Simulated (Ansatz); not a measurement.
A scan (energy over volume and axial ratio; atoms clamped) gave these values. Computed with PBE (plane waves to 420 eV, PAW, scalar-relativistic; Ansatz, an electronic-structure program).

| Property | Result |
|---|---|
| Shear modulus C′ = (C11 − C12)/2 (fit, atoms clamped) | 25 GPa |

Problem. Of these crystals, all scanned alike, which one is it?
A) CdS (zinc blende)
B) BaF₂ (fluorite)
C) MgO (rock salt)
D) SrO (rock salt)

Solution. B, BaF₂ (fluorite). The others have, for the shear modulus C′ = (C11 − C12)/2: SrO 56 GPa, MgO 89 GPa, CdS 10 GPa

All were relaxed with their symmetry unable to fall.

(A scan under strain: stresses follow from slopes of the energy per volume, elastic moduli from its curvatures.)
